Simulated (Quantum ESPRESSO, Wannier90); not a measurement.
## HgTe (zinc blende), plane waves to Wannier functions

Structure: Materials Project mp-2730, symmetrised, not relaxed again. COD (Crystallography Open Database) has the formula in 2 space groups, this one among them (matched by group alone). Method: PBEsol plane waves in Quantum ESPRESSO 7.5 (PseudoDojo norm-conserving files, 66 Ry, no spin polarisation, no spin-orbit coupling), Bloch states on a 8×8×8 mesh through Γ, Wannier90 4.0.1. Density: 8×8×8 mesh, Gaussian smearing 0.01 Ry. Spin-orbit coupling is left out although heavy elements are present.

On the energy scale of pw.x, whose zero is arbitrary, the Fermi level lies at 7.94 eV.

Input w.win:

```
num_bands = 17
num_wann = 5
exclude_bands = 1-9,11-15
num_iter = 1000
conv_tol = 1.0e-6
conv_window = 4
dis_num_iter = 0
dis_conv_tol = 1.0e-6
write_hr = true
write_u_matrices = true
auto_projections = true
begin unit_cell_cart
ang
    0.0000000000    3.2899850000    3.2899850000
    3.2899850000    0.0000000000    3.2899850000
    3.2899850000    3.2899850000    0.0000000000
end unit_cell_cart
begin atoms_frac
Hg   0.0000000000  0.0000000000  0.0000000000
Te  -0.2500000000 -0.2500000000 -0.2500000000
end atoms_frac
mp_grid = 8 8 8
begin kpoints
0.0000000000 0.0000000000 0.0000000000
0.0000000000 0.0000000000 0.1250000000
0.0000000000 0.0000000000 0.2500000000
... (509 more lines: the 8x8x8 mesh through Gamma)
end kpoints
```

Input of pw2wannier90.x that gives the overlap and projection files (equivalent; here they were cut from one run over all bands):

```
&inputpp
  outdir = './out'
  prefix = 'pwscf'
  seedname = 'w'
  write_amn = .true.
  write_mmn = .true.
  scdm_proj = .true.
  scdm_entanglement = 'erfc'
  scdm_mu = 8.782
  scdm_sigma = 0.613
/
```

Output w.wout (banner and timings cut):

```
                                    ------
                                    SYSTEM
                                    ------

                              Lattice Vectors (Ang)
                    a_1     0.000000   3.289985   3.289985
                    a_2     3.289985   0.000000   3.289985
                    a_3     3.289985   3.289985   0.000000

                   Unit Cell Volume:      71.22160  (Ang^3)

                        Reciprocal-Space Vectors (Ang^-1)
                    b_1    -0.954896   0.954896   0.954896
                    b_2     0.954896  -0.954896   0.954896
                    b_3     0.954896   0.954896  -0.954896

 *----------------------------------------------------------------------------*
 |   Site       Fractional Coordinate          Cartesian Coordinate (Ang)     |
 +----------------------------------------------------------------------------+
 | hg   1   0.00000   0.00000   0.00000   |    0.00000   0.00000   0.00000    |
 | te   1  -0.25000  -0.25000  -0.25000   |   -1.64499  -1.64499  -1.64499    |
 *----------------------------------------------------------------------------*
                                ------------
                                K-POINT GRID
                                ------------

             Grid size =  8 x  8 x  8      Total points =  512

 *---------------------------------- MAIN ------------------------------------*
 |  Number of Wannier Functions               :                 5             |
 |  Number of Objective Wannier Functions     :                 5             |
 |  Number of input Bloch states              :                17             |
 |  Output verbosity (1=low, 5=high)          :                 1             |
 |  Timing Level (1=low, 5=high)              :                 1             |
 |  Optimisation (0=memory, 3=speed)          :                 3             |
 |  Length Unit                               :               Ang             |
 |  Post-processing setup (write *.nnkp)      :                 F             |
 |  Using Gamma-only branch of algorithms     :                 F             |
 *----------------------------------------------------------------------------*
 *------------------------------- WANNIERISE ---------------------------------*
 |  Total number of iterations                :              1000             |
 |  Number of CG steps before reset           :                 5             |
 |  Trial step length for line search         :             2.000             |
 |  Convergence tolerence                     :         0.100E-05             |
 |  Convergence window                        :                 4             |
 |  Iterations between writing output         :                 1             |
 |  Iterations between backing up to disk     :               100             |
 |  Write r^2_nm to file                      :                 F             |
 |  Write xyz WF centres to file              :                 F             |
 |  Write on-site energies <0n|H|0n> to file  :                 F             |
 |  Use guiding centre to control phases      :                 F             |
 |  Use phases for initial projections        :                 F             |
 *----------------------------------------------------------------------------*
 *------------------------------- DISENTANGLE --------------------------------*
 |  Using band disentanglement                :                 T             |
 |  Total number of iterations                :                 0             |
 |  Mixing ratio                              :             0.500             |
 |  Convergence tolerence                     :         1.000E-06             |
 |  Convergence window                        :                 3             |
 *----------------------------------------------------------------------------*
 *-------------------------------- PLOTTING ----------------------------------*
 |  Plotting Hamiltonian in WF basis          :                 T             |
 *----------------------------------------------------------------------------*

       ... (k-mesh section left out)

 Starting a new Wannier90 calculation ...

 Reading overlaps from w.mmn

 Reading projections from w.amn

 *------------------------------- DISENTANGLE --------------------------------*
 +----------------------------------------------------------------------------+
 |                              Energy  Windows                               |
 |                              ---------------                               |
 |                   Outer:   -3.77589  to   25.93423  (eV)                   |
 |                   No frozen states were specified                          |
 +----------------------------------------------------------------------------+
   Number of target bands to extract:    5

                   Unitarised projection of Wannier functions
                   ------------------------------------------
   A_mn = <psi_m|g_n> --> S = A.A^+ --> U = S^-1/2.A
   In dis_project... done
   No inner window (linner = F)

                   Extraction of optimally-connected subspace
                   ------------------------------------------
 +---------------------------------------------------------------------+<-- DIS
 |  Iter     Omega_I(i-1)      Omega_I(i)      Delta (frac.)           |<-- DIS
 +---------------------------------------------------------------------+<-- DIS

     <<< Warning: Maximum number of disentanglement iterations reached >>>
          <<< Disentanglement convergence criteria not satisfied >>>

 +----------------------------------------------------------------------------+

 Writing checkpoint file w.chk... done

 *------------------------------- WANNIERISE ---------------------------------*
 +--------------------------------------------------------------------+<-- CONV
 | Iter  Delta Spread     RMS Gradient      Spread (Ang^2)            |<-- CONV
 +--------------------------------------------------------------------+<-- CONV

 ------------------------------------------------------------------------------
 Initial State
  WF centre and spread    1  ( -1.148241, -1.008631, -1.148241 )    14.17326949
  WF centre and spread    2  ( -1.092111,  1.104591,  0.864559 )    15.72558978
  WF centre and spread    3  (  0.864559,  1.104591, -1.092111 )    15.72558980
  WF centre and spread    4  (  0.338326, -0.267260,  0.338326 )    13.03307430
  WF centre and spread    5  ( -1.570204, -1.657469, -1.570204 )     8.73912215
  Sum of centres and spreads ( -2.607670, -0.724178, -2.607670 )    67.39664551

      0     0.674E+02     0.0000000000       67.3966455146  <-- CONV
        O_D=     12.8727602 O_OD=     36.3695622 O_TOT=     67.3966455 <-- SPRD
 ------------------------------------------------------------------------------
      1    -0.147E+02     2.8838599277       52.6604541919  <-- CONV
        O_D=      6.9911570 O_OD=     27.5149741 O_TOT=     52.6604542 <-- SPRD
      2    -0.839E+01     2.9985640394       44.2742354031  <-- CONV
        O_D=      4.3184263 O_OD=     21.8014861 O_TOT=     44.2742354 <-- SPRD
      3    -0.654E+01     2.5681846506       37.7321885272  <-- CONV
        O_D=      2.4460582 O_OD=     17.1318072 O_TOT=     37.7321885 <-- SPRD
      4    -0.449E+01     2.2354978818       33.2459087034  <-- CONV
        O_D=      2.1191731 O_OD=     12.9724126 O_TOT=     33.2459087 <-- SPRD
      5    -0.341E+01     1.9615309553       29.8395385055  <-- CONV
        O_D=      1.6831282 O_OD=     10.0020873 O_TOT=     29.8395385 <-- SPRD
       ... (lines left out)
    100    -0.137E-02     0.0260218212       20.7591766925  <-- CONV
        O_D=      0.2254457 O_OD=      2.3794080 O_TOT=     20.7591767 <-- SPRD
       ... (lines left out)
    200    -0.387E-02     0.0516710048       20.3958482717  <-- CONV
        O_D=      0.2457053 O_OD=      1.9958199 O_TOT=     20.3958483 <-- SPRD
       ... (lines left out)
    300    -0.167E-03     0.0097394384       20.2729734791  <-- CONV
        O_D=      0.2554932 O_OD=      1.8631572 O_TOT=     20.2729735 <-- SPRD
       ... (lines left out)
    400    -0.206E-04     0.0032788743       20.2647854474  <-- CONV
        O_D=      0.2564858 O_OD=      1.8539765 O_TOT=     20.2647854 <-- SPRD
       ... (lines left out)
    500    -0.323E-05     0.0014870750       20.2638788767  <-- CONV
        O_D=      0.2566202 O_OD=      1.8529356 O_TOT=     20.2638789 <-- SPRD
       ... (lines left out)
    552    -0.832E-06     0.0006756297       20.2637820692  <-- CONV
        O_D=      0.2566380 O_OD=      1.8528210 O_TOT=     20.2637821 <-- SPRD
    553    -0.815E-06     0.0009683139       20.2637812544  <-- CONV
        O_D=      0.2566373 O_OD=      1.8528209 O_TOT=     20.2637813 <-- SPRD
    554    -0.947E-06     0.0006662733       20.2637803072  <-- CONV
        O_D=      0.2566363 O_OD=      1.8528209 O_TOT=     20.2637803 <-- SPRD
             <<<     Delta < 1.000E-06  over  4 iterations     >>>
             <<< Wannierisation convergence criteria satisfied >>>
 Final State
  WF centre and spread    1  ( -1.602429, -2.108935, -1.602381 )     3.75589496
  WF centre and spread    2  ( -2.099578,  1.692703,  1.685575 )     3.79201920
  WF centre and spread    3  (  1.685622,  1.692655, -2.099578 )     3.79201894
  WF centre and spread    4  (  0.000010,  0.000017,  0.000010 )     5.50893633
  WF centre and spread    5  ( -1.268247, -1.270765, -1.268247 )     3.41491088
  Sum of centres and spreads ( -3.284623,  0.005675, -3.284623 )    20.26378031

         Spreads (Ang^2)       Omega I      =    18.154323065
        ================       Omega D      =     0.256636350
                               Omega OD     =     1.852820892
    Final Spread (Ang^2)       Omega Total  =    20.263780307
```
